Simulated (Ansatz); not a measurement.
## Tc, one cell by several methods

```xyz
2
Lattice="2.6841 0.0000 0.0000 -1.3420 2.3245 0.0000 0.0000 0.0000 4.3082" Properties=species:S:1:pos:R:3 pbc="T T T"
Tc    0.0000    1.5496    1.0771
Tc    1.3420    0.7748    3.2312
```

Atoms are numbered in the order listed.

The geometry is COD entry 1541062, unchecked; take it as a test cell. The listed cell was then made from it by scaling, straining or moving an atom.

Methods: DFT, LDA, PAW with Ansatz's default frozen-core files, scalar-relativistic (Ansatz 0.2.0); DFT, LDA, all-electron LAPW, scalar-relativistic (Ansatz 0.2.0).

For PAW: a Γ-centred 17×17×9 k mesh, Fermi–Dirac smearing of 0.08 eV, cutoff 500 eV, no spin polarisation; the PAW files were made with PBE, and the program remakes their frozen cores for this functional. LAPW targets a basis error of 1 meV/atom. The Ansatz runs share mesh, smearing and spin set-up. Plane-wave (PAW) pressures include the program's estimate of the Pulay term.

Stress and pressure are positive in compression.

The change that made this cell: volume scaled by 0.94.

PAW results:

| quantity | PAW |
| --- | --- |
| pressure (GPa) | 8.96 |
| stress xx (GPa) | 9.50 |
| stress zz (GPa) | 7.87 |

Task: What does full-potential LAPW give for the same quantities?

Result: 
```csv
quantity,LAPW
pressure (GPa),8.97
stress xx (GPa),9.51
stress zz (GPa),7.89
```
